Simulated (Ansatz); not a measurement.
TiSi2:
```yaml
crystal:
  lattice:
    - [1.77313, -6.78185, 0.00000]
    - [1.77313, 6.78185, 0.00000]
    - [0.00000, 0.00000, 3.57945]
  atoms:
    - { symbol: Ti, position: [0.89686, 0.10314, 0.75000] }
    - { symbol: Ti, position: [0.10314, 0.89686, 0.25000] }
    - { symbol: Si, position: [0.55920, 0.44080, 0.75000] }
    - { symbol: Si, position: [0.44080, 0.55920, 0.25000] }
    - { symbol: Si, position: [0.24970, 0.75030, 0.75000] }
    - { symbol: Si, position: [0.75030, 0.24970, 0.25000] }
```

Relaxed with PBE. Special points in fractions of this cell's reciprocal vectors: Γ (0.000, 0.000, 0.000); Y (-0.500, 0.500, 0.000); C0 (-0.267, 0.733, 0.000); Σ0 (0.267, 0.267, 0.000); Z (0.000, 0.000, 0.500); A0 (0.267, 0.267, 0.500); E0 (-0.267, 0.733, 0.500); T (-0.500, 0.500, 0.500); S (0.000, 0.500, 0.000); R (0.000, 0.500, 0.500).

Q: List the band energies nearest the Fermi level at these points for DFT-PBE in the program Ansatz with PAW potentials.

A: In eV from the Fermi level; about four levels below and three above (degenerate sets whole), none deeper than 8.9 eV; points with the same levels are listed once.

```json
[
 {"k": "Γ", "below": "-2.52 -2.51 -2.13 -2.07 -2.04", "above": "0.46 0.69 0.80"},
 {"k": "Y", "below": "-2.54 -2.48 -1.91 -1.17", "above": "0.38 0.64 0.73"},
 {"k": "C0", "below": "-1.09 -0.76 -0.71 -0.23", "above": "1.14 1.41 1.53"},
 {"k": "Z", "below": "-1.61 -1.61 -0.05 -0.05", "above": "0.85 0.85 1.48 1.48"},
 {"k": "A0", "below": "-3.35 -3.35 -2.34 -2.34", "above": "1.77 1.77 1.85 1.85"},
 {"k": "T", "below": "-2.03 -2.03 -0.87 -0.87", "above": "0.45 0.45 1.64 1.64"},
 {"k": "S", "below": "-1.44 -0.65 -0.57 -0.54", "above": "1.16 1.43 1.63"},
 {"k": "R", "below": "-3.19 -3.19 -2.43 -2.43", "above": "1.72 1.72 1.86 1.86"}
]
```

Space group Cmcm. Symmetry was held in the PBE relaxation; of distortions, only those at the zone centre were tested. The run is not spin-polarised.

Potentials: the later of the program's two PAW sets.
